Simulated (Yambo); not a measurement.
A G0W0@PBEsol run in Yambo for a free-standing TiS3 monolayer (symmetry Pmmn, slab cell 20.4 Å high) (4×4×1 Γ-centred k mesh, bands 3 to 109 and a 5 Ry block in the screening, 109 bands in G with the Bruneval-Gonze terminator, plasmon pole fitted at 27.2 eV, slab-truncated Coulomb interaction, stochastic integration of W near q = 0) gives these matrix elements, in eV, at the band edges (Γ → Γ):

```
state               E0    <Vxc>     <Σx>  <Σc(E0)>      Z
---------------  -----  -------  -------  --------  -----
valence edge     0.000  -15.342  -16.329     1.134  0.702
conduction edge  0.222  -16.330   -9.995    -4.895  0.691
```

Question: Solve the linearised quasiparticle equation for both states, give the gap, and say how exchange and correlation each act on it.

Answer: E = E0 + Z(Σx + Σc − Vxc). Valence: 0.000 + 0.702 × (-16.329 + (1.134) − (-15.342)) = 0.10 eV. Conduction: 0.222 + 0.691 × (-9.995 + (-4.895) − (-16.330)) = 1.22 eV. The gap is 1.11 eV, against 0.22 eV in PBEsol. Replacing Vxc by bare exchange alone would open it by 7.32 eV; correlation takes back 6.03 eV of that, and Z scales what is left. Nearest settings tried, and what they do to the gap: 77 bands in G: -25 meV; 77 bands in W, 77 bands in G: -14 meV; 3 Ry block (207 vectors against 433): -21 meV; 4×2×1 mesh: -134 meV. Not varied: cell height. So the settings aren't converged at that level. 

Geometry relaxed with PBEsol; primitive cell a = 3.372 Å, b = 4.922 Å, c = 20.400 Å, α = 90.00°, β = 90.00°, γ = 90.00°.

This is a model layer cut from the bulk structure; whether it is stable on its own was not checked.
